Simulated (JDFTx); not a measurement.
Part of a log of JDFTx (a modified build) for aluminate, AlH4O4 (SMILES [OH][Al-]([OH])([OH])[OH]), charge -1, multiplicity 1 (PBE, GBRV ultrasoft potentials, plane waves to 20/100 Ha):

```
unit cell volume = 12152.1
Chosen fftbox size, S = [  108  108  108  ]
unit cell volume = 12152.1
Chosen fftbox size, S = [  96  96  96  ]
  'O' pseudopotential, 'SLA  PW   PBE  PBE' functional
  6 valence electrons, 2 orbitals, 5 projectors, 737 radial grid points, with lMax = 2
  'Al' pseudopotential, 'SLA  PW   PBE  PBE' functional
  3 valence electrons, 2 orbitals, 3 projectors, 893 radial grid points, with lMax = 2
  'H' pseudopotential, 'SLA  PW   PBX  PBC' functional
  1 valence electrons, 1 orbitals, 2 projectors, 615 radial grid points, with lMax = 0
Initialized 3 species with 9 total atoms.
Folded 1 k-points by 1x1x1 to 1 k-points.
nElectrons:  32.000000   nBands: 16   nStates: 1
average nbasis = 51921.000 , ideal nbasis = 51914.541
Correction to mu due to finite nuclear width = -0.00253111
   Cavity determined by nc: 0.0007 and sigma: 0.6
[...]
	Linear fluid (dielectric constant: 78.4, screening length: 8.12261 Bohr) occupying 0.927152 of unit cell:	Completed after 25 iterations
[... later lines of the fluid solver are left out ...]
ElecMinimize: Iter:   0  Etot: -69.117550564118133  |grad|_K:  7.846e-05  alpha:  1.000e+00
ElecMinimize: Iter:   1  Etot: -69.122984992279115  |grad|_K:  4.816e-05  alpha:  1.062e+00  linmin: -1.128e-02
ElecMinimize: Iter:   2  Etot: -69.124370190765390  |grad|_K:  2.899e-05  alpha:  7.117e-01  linmin: -1.729e-05
[... lines cut ...]
ElecMinimize: Iter:   8  Etot: -69.125062305553641  |grad|_K:  8.411e-07  alpha:  1.008e+00  linmin: -5.159e-03
ElecMinimize: Iter:   9  Etot: -69.125062902939774  |grad|_K:  4.751e-07  alpha:  1.011e+00  linmin:  2.016e-06
ElecMinimize: Iter:  10  Etot: -69.125063056086290  |grad|_K:  2.470e-07  alpha:  8.458e-01  linmin: -9.888e-02
ElecMinimize: Iter:  11  Etot: -69.125063108726209  |grad|_K:  1.473e-07  alpha:  9.626e-01  linmin: -1.477e-05
ElecMinimize: Iter:  12  Etot: -69.125063124921908  |grad|_K:  8.195e-08  alpha:  8.987e-01  linmin:  8.426e-05
ElecMinimize: Converged (|Delta Etot|<1.000000e-07 for 2 iters).

# Energy components:
   A_diel =       -0.0792199570009622
   Eewald =       32.7887101275260733
       EH =       95.3187278673895975
     Eloc =     -222.5831317427023066
      Enl =        9.5628300578314249
      Exc =      -18.5745182719120479
 Exc_core =        1.5124151034741387
       KE =       32.9316548019059638
  MuShift =       -0.0025311114337776
-------------------------------------
     Etot =      -69.1250631249219083


	eMin: -0.852917 at state 0 ( [ +0.000000 +0.000000 +0.000000 ] spin 0 )
	HOMO: -0.213805 at state 0 ( [ +0.000000 +0.000000 +0.000000 ] spin 0 )
```

Question: Which solvation model was used?
A) CANDLE
B) SCCS (g03 parameters)
C) linear PCM (GLSSA13)
D) linear PCM without cavity terms (LA12)

Answer: D, linear PCM without cavity terms (LA12). The liquid was water (dielectric constant 78.4), 0.5 M NaF.
